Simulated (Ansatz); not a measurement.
YN (rock salt)

```xyz
2
Lattice="0.0000 2.4281 2.4281 2.4281 0.0000 2.4281 2.4281 2.4281 0.0000" Properties=species:S:1:pos:R:3 pbc="T T T"
N      0.0000     0.0000     0.0000
Y      2.4281     2.4281     2.4281
```

E(V) scan at fixed shape, V₀ the volume above. Symmetry pins the atoms to their sites.

Computed with PBEsol (plane waves to 420 eV, PAW, scalar-relativistic; Ansatz, a first-principles code). k mesh 12×12×12 (Γ-centred), Fermi-Dirac smearing 0.05 eV. Stress and pressure are positive under compression. YN is run without spin polarisation. YN was relaxed with its symmetry unable to fall.

At one point of the scan the stress tensor (GPa) is:

```
  -11.2      0.0      0.0
    0.0    -11.2      0.0
    0.0      0.0    -11.2
```

Question: Which point is it?
A. V/V₀ = 1.080
B. V/V₀ = 1.040
C. V/V₀ = 1.020
D. V/V₀ = 1.100

Answer: A, V/V₀ = 1.080

(Under strain, the slope of the energy per volume gives the stress and its curvature an elastic modulus.)
